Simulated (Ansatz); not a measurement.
CsGeI3:
Space group R3m, hexagonal axes (No. 160); a = b = 8.435 Å, c = 10.767 Å, α = β = 90.00°, γ = 120.00°

| atom | site | symmetry | x | y | z |
|---|---|---|---|---|---|
| Cs | 3a | 3m | 0.0000 | 0.0000 | 0.5947 |
| Ge | 3a | 3m | 0.0000 | 0.0000 | 0.1280 |
| I | 9b | .m | 0.3276 | 0.1638 | 0.2551 |
(The calculation used a cell of 5 atoms; values per cell refer to that cell.)

Relaxed with r²SCAN. Plane-wave PAW r²SCAN (Ansatz code) gives a gap of 1.10 eV.

Question: What gap does HSE06 give on the same cell (Ansatz, PAW)?

Answer: 1.32 eV, 0.23 eV more. The hybrid was solved on a coarser mesh and at special points; its gap is the smallest among all of these.

| k | v1 r²SCAN | c1 r²SCAN | v1 HSE06 | c1 HSE06 |
|---|---|---|---|---|
| Γ | -1.67 | 3.42 | (withheld) | (withheld) |
| T | 0.00 | 1.10 | 0.00 | 1.32 |
| L | -1.25 | 1.91 | (withheld) | (withheld) |
| F | -0.60 | 1.53 | (withheld) | (withheld) |
| S0 | -0.61 | 1.54 | (withheld) | (withheld) |
| H0 | -0.03 | 1.11 | -0.03 | 1.34 |

Question: Top valence (v1) and lowest conduction level (c1) in eV from each method's valence maximum (which need not be a listed point): supply the withheld HSE06 values.

Answer: 
- L, v1 HSE06: -1.37
- L, c1 HSE06: 2.21
- F, v1 HSE06: -0.65
- F, c1 HSE06: 1.80
- S0, v1 HSE06: -0.66
- S0, c1 HSE06: 1.81
- Γ, v1 HSE06: -1.93
- Γ, c1 HSE06: 3.50

Cost on shared cores: the r²SCAN run (SCF on a 5×5×5 mesh, then bands and DOS) very roughly 2.6 core-minutes, the HSE06 run (SCF on 3×3×3, then a few points) very roughly 4 core-minutes; the tasks are unlike.

The workflow started from a Materials Project entry (that database holds measured and hypothetical structures alike); the Crystallography Open Database files this formula in space group No. 160, but the cells were not matched. Whether it is the stable phase at ambient conditions was not checked. Symmetry was held in the r²SCAN relaxation; of distortions, only those at the zone centre were tested. Scalar-relativistic: spin–orbit coupling is off unless named, which matters more the heavier the elements.

Potentials: the later of the program's two PAW sets.
